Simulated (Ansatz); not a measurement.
input.yaml (Ansatz)

```yaml
crystal:
  lattice:
    - [2.2247716226, 0.0, 0.0]
    - [0.0, 2.2247716226, 0.0]
    - [0.0, 0.0, 2.2247716226]
  atoms:
    - { symbol: Co, position: [0.0, 0.0, 0.0] }
hamiltonian:
  xc: lda
  pseudopotentials:
    kind: paw
    azcp:
      Co: "pseudopotentials/Co.paw.azcp"
basis:
  ecutwfc: 420
  fft_grid_basis: typed
kpoints:
  mp_grid: { grid: [23, 23, 23], shift: [0, 0, 0] }
magnetization:
  spin_polarized: false
scf:
  occupations: { method: fermi_dirac, width: 0.1 }
```

Terminal output

```
Warning: the record states the generating functional pbe (its physics header spells it `PBE`), which answers neither for hamiltonian.xc's functional nor for the lda family's — results may be inconsistent (PPs are generated against a specific XC)
Engine: ansatz 0.2.0, aarch64-unknown-linux-gnu
Pseudopotentials: kind: paw
Pseudopotential: Co, paw, valence charge 17, recommended cutoff 420 eV (normal) 
Functional definition: SPW92
  exchange = slater_x
  correlation = pw_c
Crystal: 1 atoms, lattice volume = 11.012 Å³
Basis set: ecut = 420 eV, 203 PW (Γ)
Bands: 13, of which v1, the nominal top of the filled ones, is band 9 counted from 1 (8 counted from 0)
Symmetry: 48 space group operations
Space group: Pm-3m (ITA 221), of the structure as read, at distance tolerance 2.2e-5 Å
k-points: 364 of 12167
Non-local potential: Co, projectors of the file, l = 0: 3, l = 1: 2, l = 2: 3, l = 3: 1
PAW form: soft (Blöchl's): semilocal exchange-correlation on the pseudo side does not see the compensation charge
PAW frozen core: Co, regenerated for the run's functional, and the local potential with it (the file was generated under x = pbe(κ = 0.804, μ = 0.2195149727645171), c = pbe(β = 0.06672455060314922))
PAW one-centre angular grid: Co, 590 points (default); XC on 64 Gauss nodes
Initial density: superposition of atomic densities (neutral atoms: chi_scale 0, normalization atom), corrected by the library's trained network
Initial wavefunctions: pseudopotential atomic-orbital guess
Functional: x = slater, c = lda
SCF iter   1: F=—  HF=-5061.805017 eV  |F-HF|=—  |Δ(HF+E_count)|=         —  Δρ=3.00e-2  dr2=4.71e-2  ethr=1.77e-3  ⟨swp⟩=4.9  Hψ=23889  notcnv=0
SCF iter   2: F=—  HF=-5061.796824 eV  |F-HF|=—  |Δ(HF+E_count)|=   8.19e-3  Δρ=1.18e-2  dr2=7.79e-3  ethr=2.77e-4  ⟨swp⟩=2.0  Hψ=8785  notcnv=0
SCF iter   3: F=—  HF=-5061.795523 eV  |F-HF|=—  |Δ(HF+E_count)|=   1.30e-3  Δρ=9.20e-4  dr2=4.18e-5  ethr=4.58e-5  ⟨swp⟩=2.1  Hψ=7465  notcnv=0
SCF iter   4: F=—  HF=-5061.795505 eV  |F-HF|=—  |Δ(HF+E_count)|=   1.76e-5  Δρ=1.04e-4  dr2=1.75e-7  ethr=2.46e-7  ⟨swp⟩=2.0  Hψ=6526  notcnv=0
iter 5 did not close the SCF: its close was put off for the readings that it lacked (scf_convergence_deferred on its scf_iter line)
SCF iter   5: F=-5061.795506 eV  HF=-5061.795506 eV  |F-HF|=3.38e-8  |Δ(HF+E_count)|=   2.66e-7  Δρ=3.61e-5  dr2=4.67e-8  ethr=1.03e-9  ⟨swp⟩=2.0  Hψ=7971  notcnv=0
SCF iter   6: F=-5061.795506 eV  HF=-5061.795506 eV  |F-HF|=1.82e-11  |Δ(HF+E_count)|=   8.42e-9  Δρ=6.46e-7  dr2=1.66e-11  ethr=2.75e-10  ⟨swp⟩=1.0  Hψ=13914  notcnv=0
SCF 1 converged in 6 iterations: F = -5061.795506 eV  dr2 = 1.66e-11
SCF converged after 6 iterations
Free energy (F): -5061.795506 eV
Harris-Foulkes:  -5061.795506 eV  (|F-HF|=1.82e-11)
Internal energy: -5061.711379 eV  (E = F + TS)
E sigma→0 (E₀):  -5061.753442 eV
Entropy (-TS):   -0.084127 eV (-84.127 meV/atom)
Fermi energy:    17.941308 eV
--- Per-component energies (eV) ---
  E_band       = -251.978386
  E_kinetic    = 458.049351
  E_local      = -2959.230071  (includes V_loc(G=0)·N_el)
  E_nonlocal   = 462.747324
  E_hartree    = 1243.325285
  E_xc         = -157.841365
  E_vxc        = -204.914162  (∫ρ·V_xc dr)
  E_paw        = -1455.558035  (= ΣΔE_a)
  E_vpaw       = -495.281663  (= ΣTr[D̂ρ^β])
  E_aug_tail   = 0.000028  (compensation charges beyond the density's cutoff)
  E_ewald      = -2653.622145
  E_core_change = 0.418251  (= ΣΔE_core)
  E_smearing   = -0.084127  (= −TS)
  E_closure    = 0.000000  (closes the sum)
  Σ components = -5061.795506   (vs F -5061.795506, Δ=0.00e0)
```
